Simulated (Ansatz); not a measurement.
Level of theory: Ansatz, DFT PBE, scalar-relativistic, plane waves, PAW. All cells share a 420 eV cutoff and Γ-centred k meshes spaced at most about 0.3 Å⁻¹ (about 0.25 or finer for metals, 2π included). No spin polarisation in the final relaxations.

These are static total energies at zero pressure. All come from trial cells, and lower structures may exist.

Task: These unrelaxed guesses for GeP4 are each relaxed within their symmetry. Order them by the energy at which they end, lowest first.
A.

```
CELL_PARAMETERS angstrom
6.01001 0.00000 0.00000
0.00000 6.01001 0.00000
0.00000 0.00000 5.43223
ATOMIC_POSITIONS crystal
Ge 0.50000 0.50000 0.00000
Ge 0.00000 0.00000 0.00000
P 0.67385 0.82615 0.25178
P 0.82615 0.32615 0.25178
P 0.17385 0.32615 0.74822
P 0.82615 0.67385 0.74822
P 0.67385 0.17385 0.74822
P 0.32615 0.82615 0.74822
P 0.32615 0.17385 0.25178
P 0.17385 0.67385 0.25178
```

B.

```
CELL_PARAMETERS angstrom
5.17708 0.00000 0.00000
-2.58854 4.48348 0.00000
0.00000 0.00000 4.75531
ATOMIC_POSITIONS crystal
Ge 0.00000 0.00000 0.00000
P 0.33333 0.66667 0.00000
P 0.66667 0.33333 0.00000
P 0.33333 0.66667 0.50000
P 0.66667 0.33333 0.50000
```

C.

```
CELL_PARAMETERS angstrom
3.62720 -3.80882 0.00000
3.62720 3.80882 0.00000
0.00000 0.00000 3.25712
ATOMIC_POSITIONS crystal
Ge 0.00000 0.00000 0.00000
P 0.81060 0.18940 0.50000
P 0.18940 0.81060 0.50000
P 0.28520 0.28520 0.00000
P 0.71480 0.71480 0.00000
```

D.

```
CELL_PARAMETERS angstrom
-2.28083 2.28083 5.67551
2.28083 -2.28083 5.67551
2.28083 2.28083 -5.67551
ATOMIC_POSITIONS crystal
Ge 0.00000 0.00000 0.00000
P 0.25000 0.75000 0.50000
P 0.75000 0.25000 0.50000
P 0.38006 0.38006 0.00000
P 0.61994 0.61994 0.00000
```

Result: A (ends in P4/nbm, 0 meV/atom), D (ends in I4/mmm, 37 meV/atom), C (ends in Cmmm, 129 meV/atom), B (ends in P6/mmm, 155 meV/atom). Even the lowest end lies +0.34 eV/atom against the elements.

Cells relaxed within their symmetry can be saddle points. Some candidate types were left out of the draw beforehand, so a known form may be missing.
